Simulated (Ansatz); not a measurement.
## RbLuO$_{2}$ under compression and expansion

```cif
data_structure
_symmetry_space_group_name_H-M 'R-3m:H'
_symmetry_Int_Tables_number 166
_cell_length_a 3.4000
_cell_length_b 3.4000
_cell_length_c 19.1500
_cell_angle_alpha 90.000
_cell_angle_beta 90.000
_cell_angle_gamma 120.000
_cell_volume 191.72
loop_
_atom_site_label
_atom_site_type_symbol
_atom_site_symmetry_multiplicity
_atom_site_Wyckoff_symbol
_atom_site_fract_x
_atom_site_fract_y
_atom_site_fract_z
_atom_site_occupancy
Rb1 Rb 3 a 0.00000 0.00000 0.00000 1
Lu1 Lu 3 b 0.33333 0.66667 0.16667 1
O1 O 6 c 0.00000 0.00000 0.22300 1
```

The runs use the primitive cell with vectors (1.700, 0.981, 6.383), (-1.700, 0.981, 6.383), (0.000, -1.963, 6.383) Å, to which the k mesh refers.

The cell is COD entry 1528053, as deposited and not checked against the literature; nothing was relaxed.

No spin–orbit coupling, which matters for the heavy atoms here.

Methods: DFT, PBEsol, all-electron LAPW, scalar-relativistic (Ansatz 0.2.0); DFT, PBEsol, PAW with Ansatz's default frozen-core files, scalar-relativistic (Ansatz 0.2.0).

For LAPW: a Γ-centred 10×10×10 k mesh, Fermi–Dirac smearing of 0.03 eV, basis error target 1 meV/atom, no spin polarisation. PAW takes a cutoff of 420 eV at this cell (files made with PBE, cores remade for this functional). The Ansatz runs share mesh, smearing and spin set-up. Plane-wave (PAW) pressures include the program's estimate of the Pulay term.

The cell above is scaled evenly, with fractional coordinates and shape held.

| V/V(cell) | V (Å³/atom) | P, LAPW (GPa) | P, PAW (GPa) | gap on the k mesh, LAPW (eV) | free energy over the lowest listed, PAW (meV/atom) |
| --- | --- | --- | --- | --- | --- |
| 0.9400 | 15.018 | 8.86 | 8.87 | 2.96 | 28.6 |
| 0.9800 | 15.657 | ? | ? | ? | ? |
| 1.0000 | 15.976 | 0.99 | 0.99 | 3.15 | 0.4 |
| 1.0100 | 16.136 | -0.10 | -0.10 | 3.17 | 0.0 |
| 1.0400 | 16.615 | -3.02 | -3.02 | 3.13 | 4.8 |

(1) Fill in the row V/V(cell) = 0.9800.

(2) What do Birch–Murnaghan fits to the pressures give?

## Answers

(1) P, LAPW (GPa) = 3.33, P, PAW (GPa) = 3.34, gap on the k mesh, LAPW (eV) = 3.09, free energy over the lowest listed, PAW (meV/atom) = 4.7.

(2) LAPW: V0 = 16.12 Å³/atom, B0 = 107 GPa, B0′ = 4.4; PAW: V0 = 16.12 Å³/atom, B0 = 107 GPa, B0′ = 4.4.
